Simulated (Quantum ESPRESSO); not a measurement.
PdMg4GaNb2, one composition in several site orders

Computed values, not a measurement. The program is pw.x of Quantum ESPRESSO 7.5 (plane-wave density functional theory). The cell is made up: eight metal atoms on a face-centred cubic lattice, with elements, volume, strain and displacements drawn at random and not relaxed, so it may be unstable or far from any real phase. PseudoDojo standard norm-conserving files set the functional (PBE unless stated); there is no spin polarisation or spin-orbit coupling, the Fermi-Dirac width of 0.25 eV means electrons at about 2900 K, and the masses in the input are unused placeholders. A spin test at this wide smearing found no moment, but such smearing suppresses magnetism that the real alloy may have.

The runs put one composition on the sites in different orders. Cell, positions, cutoff, mesh and smearing stay as in the input of run 1; sites are counted in its order. Stress in the tables is positive in tension.

Input of run 1:

```
&control calculation='scf', pseudo_dir='./dojo.nc.sr.pbe.v0_5.standard.upf', outdir='./o', disk_io='minimal', tprnfor=.true., tstress=.true. /
&system ibrav=0, nat=8, ntyp=4, nbnd=61, ecutwfc=84.00895049, nosym=.true., tot_charge=0,
 occupations='smearing', smearing='fd', degauss=0.0183746611
/
&electrons conv_thr=1.470e-08, electron_maxstep=70, mixing_beta=0.5 /
ATOMIC_SPECIES
Ga 1.0 Ga.upf
Mg 1.0 Mg.upf
Nb 1.0 Nb.upf
Pd 1.0 Pd.upf
CELL_PARAMETERS angstrom
0.0108 -2.1213 -2.1514
0.0101 4.2971 -4.3572
8.5489 -0.0115 -0.0317
ATOMIC_POSITIONS angstrom
Pd -0.033 0.0284 -0.0155
Mg 4.2571 -0.0293 0.0122
Ga 0.0554 2.1547 -2.2237
Nb 4.3189 2.1557 -2.1689
Mg 2.1466 -0.0077 -2.195
Mg 6.4524 0.0544 -2.1557
Nb 2.1346 2.1293 -4.3893
Mg 6.4443 2.1135 -4.4007
K_POINTS automatic
8 4 3 1 1 1
```

```
run  elements on sites 1 to 8  free energy less that of run 1 (eV)  -TS (eV)  pressure (GPa)  stress xx (GPa)  stress yy (GPa)  stress zz (GPa)  stress yz (GPa)  stress xz (GPa)  stress xy (GPa)  iterations
  1   Pd Mg Ga Nb Mg Mg Nb Mg                                0.000    -1.164           -4.39             4.73             4.14             4.30             0.66            -0.13            -0.48          17
  2   Mg Mg Pd Nb Mg Mg Nb Ga                                0.156    -1.219           -4.32             3.79             4.74             4.45             0.54            -0.54            -0.03          16
  3   Mg Nb Mg Nb Mg Pd Mg Ga                               -0.034    -1.033           -5.35             4.90             5.44             5.72            -1.46            -0.04            -0.17          16
  4   Nb Ga Pd Mg Nb Mg Mg Mg                                0.175    -1.234           -4.29             4.65             4.19             4.04             0.72            -0.33             0.17          16
  5   Mg Nb Nb Mg Pd Mg Ga Mg                                0.315    -1.244           -4.69             4.30             4.75             5.03             1.14            -1.68             1.04          17
  6   Pd Nb Ga Mg Mg Mg Mg Nb                                0.012    -1.178           -4.40             4.46             4.24             4.52             1.15             1.28            -1.35          16
```

Forces Fx Fy Fz (eV/Å):

| site | run 1 | run 2 | run 3 | run 4 | run 5 | run 6 |
| --- | --- | --- | --- | --- | --- | --- |
| 1 | 0.25 -0.11 0.05 | -0.01 -0.31 0.20 | -0.95 0.14 -0.22 | 1.03 0.24 -0.17 | 1.08 0.14 -0.13 | -0.12 -0.16 0.11 |
| 2 | -0.06 0.00 -0.07 | 0.18 -0.03 -0.03 | 1.16 0.00 -0.09 | -0.39 0.29 -0.32 | -1.18 0.03 -0.14 | 0.78 -0.45 0.43 |
| 3 | 0.35 0.15 -0.11 | 0.01 0.13 -0.10 | -1.16 -0.27 0.23 | 0.13 0.07 -0.09 | 1.21 0.02 0.07 | -0.53 0.12 -0.11 |
| 4 | -0.83 0.52 -0.62 | -0.04 0.91 -0.85 | 0.80 -0.04 -0.10 | -0.34 -0.16 0.00 | -1.04 -0.25 0.16 | 0.09 -0.04 -0.13 |
| 5 | -0.66 -0.05 0.14 | -0.44 0.38 -0.27 | 0.53 0.06 0.09 | -0.73 -0.46 0.47 | 0.02 0.00 0.03 | -0.81 -0.27 0.37 |
| 6 | 0.81 -0.15 0.06 | 0.28 0.30 -0.46 | -0.21 -0.08 -0.08 | 0.41 0.05 -0.16 | -0.16 -0.12 -0.08 | 0.63 -0.35 0.30 |
| 7 | -0.65 -0.55 0.58 | -0.04 -0.96 1.02 | 0.58 0.10 0.09 | -0.43 -0.09 0.21 | 0.09 0.07 0.03 | -0.72 0.43 -0.32 |
| 8 | 0.79 0.19 -0.02 | 0.06 -0.43 0.50 | -0.75 0.09 0.08 | 0.33 0.06 0.07 | -0.03 0.11 0.06 | 0.67 0.72 -0.64 |

The sites are displaced and not relaxed, so the energy differences mix bonding between neighbours with strain and are not ordering energies. A rerun of one cell of this series at a higher cutoff and on a denser mesh moved values by no more than 0.002 eV in energy, 0.11 GPa in stress and 0.014 eV/Å in force, and a second program with other atomic files agreed on that cell to 2 % rms in force and 0.5 GPa in pressure.